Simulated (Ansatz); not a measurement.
TeO2:
```cif
data_O8Te4
_chemical_formula_sum 'Te4 O8'
_space_group_name_H-M_alt 'P212121'
_space_group_IT_number 19
_space_group_name_Hall 'P 2ac 2ab'
_cell_length_a 4.43441
_cell_length_b 4.88378
_cell_length_c 8.78168
_cell_angle_alpha 90.000
_cell_angle_beta 90.000
_cell_angle_gamma 90.000
loop_
_atom_site_label
_atom_site_type_symbol
_atom_site_symmetry_multiplicity
_atom_site_Wyckoff_symbol
_atom_site_fract_x
_atom_site_fract_y
_atom_site_fract_z
_atom_site_occupancy
Te1 Te 4 a 0.38143 0.03235 0.60250 1
O1 O 4 a 0.27393 0.35679 0.46014 1
O2 O 4 a 0.17069 0.75321 0.27508 1
```

Relaxed with r²SCAN.

**Question.** Tabulate the valence density and the electron localisation function along the shortest Te–O contact (1.86 Å), DFT-r²SCAN in the program Ansatz with PAW potentials.

**Answer.** 

```tsv
distance from Te (Å)	density (e/Å³)	ELF
0.19	16.41	0.04
0.28	13.58	0.03
0.37	10.39	0.05
0.46	7.33	0.08
0.56	4.77	0.13
0.65	2.92	0.19
0.74	1.77	0.24
0.84	1.22	0.31
0.93	1.09	0.41
1.02	1.20	0.56
1.11	1.45	0.68
1.21	1.86	0.74
1.30	2.49	0.74
1.39	3.38	0.69
1.49	4.52	0.60
1.58	5.83	0.47
1.67	7.14	0.34
```

The density is the valence pseudo-density with augmentation charge, so density and ELF within about 1 Å of a nucleus are not all-electron values.

Space group P2_12_12_1. The workflow started from a Materials Project entry (that database holds measured and hypothetical structures alike); the Crystallography Open Database files this formula in space group No. 19, but the cells were not matched. Its standing as an ambient phase is unchecked. Symmetry was held in the r²SCAN relaxation; whether a distortion lowers the energy is not shown. Spin–orbit coupling is left out wherever it is not named.

Potentials: the earlier of the program's two PAW sets.
